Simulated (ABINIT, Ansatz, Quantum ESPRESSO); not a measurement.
MgTiF4: programs and potentials compared

```
Ti Mg F
1.0
     3.60304    0.00000    0.00000
     0.00000    3.60304    0.00000
     0.00000    0.00000    5.11337
Ti Mg F
1 1 4
Direct
  0.50000 0.50000 0.00000
  0.00000 0.00000 0.50000
  0.00000 0.50000 0.25521
  0.00000 0.50000 0.74479
  0.50000 0.00000 0.74479
  0.50000 0.00000 0.25521
```

The cell comes from a database or a generator and needn't be the stable form of this composition.

Alike in all runs: task single point; functional PBE; k mesh 7 × 7 × 5; occupations fermi-dirac, width 0.05 eV; no spin polarisation; no spin-orbit coupling. Pressure is positive in compression and, in plane waves, holds the error of the finite cutoff, which Ansatz's Pulay term estimates and takes out.

```csv
program and potentials,plane-wave cutoff (eV),notes,pressure (GPa),largest force (eV/Å)
"Ansatz, Ansatz PAW",420,8.33 valence electrons an atom on average,?,?
"Quantum ESPRESSO, SSSP 1.3 efficiency PBE",748,7 valence electrons an atom on average,-1.66,0.347
"ABINIT, JTH PAW PBE v2.0",626,8.33 valence electrons an atom on average,-1.34,0.324
```

Question: Estimate from the other rows what the run with Ansatz, Ansatz PAW gave.

Answer: Pressure -1.31 GPa; largest force 0.329 eV/Å. Its pressure holds a Pulay term of +0.74 GPa. The other rows, which needn't bracket it: pressure -1.66 to -1.34; largest force 0.324 to 0.347.
